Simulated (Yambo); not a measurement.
A G0W0@PBEsol run in Yambo for F (space group C2/c, No. 15) (6×6×2 Γ-centred k mesh, 102 bands and a 8 Ry block in the screening, 102 bands in G with the Bruneval-Gonze terminator, plasmon pole fitted at 27.2 eV) gives these matrix elements, in eV, at the band edges (Γ → Γ):

```
state               E0    <Vxc>     <Σx>  <Σc(E0)>      Z
---------------  -----  -------  -------  --------  -----
valence edge     0.000  -23.735  -32.504     5.243  0.808
conduction edge  2.465  -22.299  -15.444    -2.978  0.819
```

### Question
Solve the linearised quasiparticle equation for both states, give the gap, and say how exchange and correlation each act on it.

### Answer
E = E0 + Z(Σx + Σc − Vxc). Valence: 0.000 + 0.808 × (-32.504 + (5.243) − (-23.735)) = -2.85 eV. Conduction: 2.465 + 0.819 × (-15.444 + (-2.978) − (-22.299)) = 5.64 eV. The gap is 8.49 eV, against 2.47 eV in PBEsol. Replacing Vxc by bare exchange alone would open it by 15.62 eV; correlation takes back 8.22 eV of that, and Z scales what is left. Convergence of the G0W0 settings was not tested. 

Geometry of the Materials Project entry, not relaxed at this level; primitive cell a = 3.007 Å, b = 3.007 Å, c = 6.622 Å, α = 94.14°, β = 94.14°, γ = 63.57°.

The distance between layers or molecules is the database entry's, not relaxed here. Functionals without dispersion can leave it too large, which widens gaps and weakens the response across layers: the numbers belong to this cell.
